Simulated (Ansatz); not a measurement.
# Data sheet: Ru (DFT)

Ru:
```
Ru
1.0
    2.67401     0.00000     0.00000
   -1.33700     2.31576     0.00000
    0.00000     0.00000    17.27393
Ru
8
Direct
  0.00000   0.00000   0.68800
  0.33333   0.66667   0.81494
  0.66667   0.33333   0.93940
  0.33333   0.66667   0.06060
  0.66667   0.33333   0.18506
  0.00000   0.00000   0.31200
  0.33333   0.66667   0.43682
  0.66667   0.33333   0.56318
```

Space group P-3m1 (No. 164); conventional cell a = b = 2.674 Å, c = 17.274 Å, α = β = 90.00°, γ = 120.00°.

Method: DFT-PBEsol in the program Ansatz with PAW potentials. The cell and atoms are relaxed at this level. Other levels are named where they apply.

**Cell and energy**

| Quantity | Result |
|---|---|
| Volume per atom | 13.37 Å³ |
| Density | 12.55 g/cm³ |

**Electronic structure**

| Item | Result |
|---|---|
| Electronic character | metallic (no gap) |
| Density of states at the Fermi level | 0.95 states/eV per atom (mean over ±0.08 eV) |

**Mechanics**

| Property | Value |
|---|---|
| Bulk modulus (Birch–Murnaghan fit) | 3410 kbar |
| Pressure derivative B′ | 4.8 |
| Elastic constants (relaxed ions, GPa) | C11 = 643, C12 = 206, C13 = 168, C14 = -48.5, C33 = 706, C44 = 182 |
| Mechanical stability | stable (all eigenvalues of C positive) |
| Hill bulk and shear moduli | 342 and 206 GPa |
| Young's modulus | 514 GPa |
| Poisson's ratio | 0.25 |
| Debye temperature from the elastic constants | 564 K |

**Phonons**

| Property | Result |
|---|---|
| Highest zone-centre frequency | 7.74 THz |
| Zone-centre stability | no imaginary mode at Γ |

The start of the workflow was typed in or built on a structure type; neither database checked (COD, Materials Project) lists it. It is not the phase usual at ambient conditions (space group No. 194). Symmetry was held in the PBEsol relaxation. The run is not spin-polarised. As this level gives no gap, shear constants depend on the k-mesh and smearing (Fermi–Dirac, 0.1 eV here). As this level gives no gap, phonon frequencies hold no LO–TO term and depend on the k-mesh and smearing (Fermi–Dirac, 0.1 eV here). Axis ratios of metals converge slowly with the k-mesh, so a and c are less sure than the volume. On the denser mesh and wider smearing of the elastic run this cell carries a stress of 0.8 GPa. Spin–orbit coupling is left out wherever it is not named.

Potentials: the later of the program's two PAW sets.
